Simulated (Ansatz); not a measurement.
Theory: DFT PBE, scalar-relativistic, plane waves, PAW (Ansatz). Settings: cutoff 420 eV, Γ-centred meshes spaced at most about 0.3 Å⁻¹, and about 0.25 Å⁻¹ or finer for metals (2π included), Gaussian smearing. No spin polarisation in the final relaxations.

Each of these unrelaxed guesses is relaxed in cell and atoms within its symmetry. A guess keeps its type if space group and coordination stay and the shape of the cell changes little (axis ratios within about 15 %, angles within 6°); the volume may change.

1. Sc2GaSbAs2

Space group I4/mmm (No. 139). a = 4.322 Å, b = 4.322 Å, c = 12.127 Å, α = 90.00°, β = 90.00°, γ = 90.00°
```json
{"atom": "Sc", "site": "4d", "symmetry": "-4m2", "x": "0.0000", "y": "0.5000", "z": "0.2500"}
{"atom": "Ga", "site": "2a", "symmetry": "4/mmm", "x": "0.0000", "y": "0.0000", "z": "0.0000"}
{"atom": "Sb", "site": "2b", "symmetry": "4/mmm", "x": "0.5000", "y": "0.5000", "z": "0.0000"}
{"atom": "As", "site": "4e", "symmetry": "4mm", "x": "0.0000", "y": "0.0000", "z": "0.3530"}
```

2. Sc2GaSbAs2

Space group P-4m2 (No. 115). a = 4.415 Å, b = 4.415 Å, c = 7.368 Å, α = 90.00°, β = 90.00°, γ = 90.00°
| atom | site | symmetry | x | y | z |
| --- | --- | --- | --- | --- | --- |
| Sc | 2g | 2mm. | 0.5000 | 0.0000 | 0.3182 |
| Ga | 1a | -4m2 | 0.0000 | 0.0000 | 0.0000 |
| Sb | 1b | -4m2 | 0.5000 | 0.5000 | 0.0000 |
| As | 2g | 2mm. | 0.5000 | 0.0000 | 0.8291 |

3. ZnInC4N4

Space group P-43m (No. 215). a = 5.980 Å, b = 5.980 Å, c = 5.980 Å, α = 90.00°, β = 90.00°, γ = 90.00°
| atom | site | symmetry | x | y | z |
| --- | --- | --- | --- | --- | --- |
| Zn | 1b | -43m | 0.5000 | 0.5000 | 0.5000 |
| In | 1a | -43m | 0.0000 | 0.0000 | 0.0000 |
| C | 4e | .3m | 0.1932 | 0.1932 | 0.1932 |
| N | 4e | .3m | 0.3062 | 0.3062 | 0.3062 |

Task: Which keep their type?

Result: Guess 3 keeps its type.

```json
{"guess": "1", "kept": "no", "start group": "I4/mmm", "end group": "I4/mmm", "V start (Å³/atom)": "18.9", "V end": "25.7", "b/a and c/a, end over start": "1.00, 0.76", "nearest neighbours start": "As 1, Ga 4, Sb 2, Sc 4", "nearest neighbours end": "As 5, Ga 2, Sb 2, Sc 4"}
{"guess": "2", "kept": "no", "start group": "P-4m2", "end group": "P-4m2", "V start (Å³/atom)": "23.9", "V end": "21.0", "b/a and c/a, end over start": "1.00, 1.22", "nearest neighbours start": "As 4, Ga 4, Sb 4, Sc 9", "nearest neighbours end": "As 5, Ga 4, Sb 4, Sc 5"}
{"guess": "3", "kept": "yes", "start group": "P-43m", "end group": "P-43m", "V start (Å³/atom)": "21.4", "V end": "23.0", "b/a and c/a, end over start": "1.00, 1.00", "nearest neighbours start": "C 1, In 4, N 1, Zn 4", "nearest neighbours end": "C 1, In 4, N 1, Zn 4"}
```

Neighbours count within 15 % of an atom's shortest distance; end groups are read at 0.02 Å (0.05 Å in metals).

Spin–orbit coupling, which can matter for Sb, is left out. In ZnInC4N4 P-43m an odd number of electrons in the primitive cell allows no gap without spin; a larger cell or a magnetic state could open one. A magnetic state wasn't ruled out in cells without spin, among them ZnInC4N4 P-43m. Cells relaxed within their symmetry can be saddle points.
